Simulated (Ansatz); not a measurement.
CdTe (rock salt, Fm-3m) at seven volumes, the program Ansatz at the r²SCAN level (PAW), scaled uniformly. One row is withheld.

```json
[
 {"V (Å³/atom)": "25.609", "P (GPa)": "?"},
 {"V (Å³/atom)": "26.453", "P (GPa)": "3.82"},
 {"V (Å³/atom)": "27.298", "P (GPa)": "1.75"},
 {"V (Å³/atom)": "28.142", "P (GPa)": "0.00"},
 {"V (Å³/atom)": "28.986", "P (GPa)": "-1.47"},
 {"V (Å³/atom)": "29.830", "P (GPa)": "-2.70"},
 {"V (Å³/atom)": "30.675", "P (GPa)": "-3.73"}
]
```

**Question.** Fit the shown pressures and predict the withheld one.

**Answer.** P = (3/2)B₀(x^(7/2) − x^(5/2))[1 + (3/4)(B′ − 4)(x − 1)] with x = (V₀/V)^(2/3). Least squares on the six rows gives V₀ = 28.142 Å³/atom, B₀ = 53.2 GPa, B′ = 4.80. At V = 25.609, x = 1.0649 and P = 6.30 GPa. The run itself gave 6.29 GPa.

This is a known high-pressure phase of the composition, computed here at zero pressure and temperature. The cell was relaxed with r²SCAN under the symmetry of its start; its stability against distortions is not shown here. Scalar-relativistic: spin–orbit coupling is off unless named, which matters more the heavier the elements.

Potentials: the later of the program's two PAW sets.
